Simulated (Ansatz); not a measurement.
# Phonons of Ag (P6_3/mmc)

```
CELL_PARAMETERS angstrom
2.85313 0.00000 0.00000
-1.42656 2.47088 0.00000
0.00000 0.00000 4.72959
ATOMIC_POSITIONS crystal
Ag 0.33333 0.66667 0.25000
Ag 0.66667 0.33333 0.75000
```

The conventional cell has a = 2.853 Å, b = 2.853 Å, c = 4.730 Å, α = 90.00°, β = 90.00°, γ = 120.00°. Around Ag (atom 1) lie 12 Ag at 2.85 to 2.88 Å.

Computed, not measured; unless marked otherwise by PBEsol, all-electron LAPW in Ansatz 0.2.0, scalar-relativistic. k mesh 15×15×8, Fermi-Dirac smearing of 0.100 eV, basis error target 1 meV/atom. The cell was relaxed by PAW under this functional, which moved its volume by -6 % from the database entry's. This phase needn't be the one found at ambient conditions.

Atoms are displaced by 0.01 Å in the smallest supercells that hold the wave vectors of a 3×3×1 mesh. Negative values stand for unstable modes.

**Question.** What are the phonon energies at the solved wave vectors, in cm⁻¹?

**Answer.** 

```csv
q,point,modes (cm⁻¹)
0.000 0.000 0.000,Gamma,"69.7 (×2), 173.8"
0.333 0.000 0.000,–,"70.1, 71.9, 105.8, 142.7, 148.2, 153.3"
0.333 0.333 0.000,K,"113.0 (×2), 129.0, 143.8 (×2), 156.7"
```

**Question.** Is the structure dynamically stable at these wave vectors?

**Answer.** Yes, no mode is unstable there; wave vectors off this mesh aren't tested.

**Question.** How do the optical zone-centre modes decompose, and which are active?

**Answer.** Point group 6/mmm: Γ_opt = E2g + B1g.

```tsv
label	cm⁻¹	activity	mostly
E2g	69.7	Raman	Ag (100 %)
B1g	173.8	silent	Ag (100 %)
```

**Question.** How well do frozen-core PAW files reproduce these all-electron values?

**Answer.** With a cutoff of 420 eV and displacements of 0.0025 Å, the r.m.s. difference over the modes is 0.0 cm⁻¹; the largest difference is 153.4 (PAW) against 153.3 cm⁻¹ (LAPW).

Keep in mind: responses of metals move with mesh and smearing; the frozen-core PAW files of the compared runs were fitted under PBE, their cores solved anew for this functional.
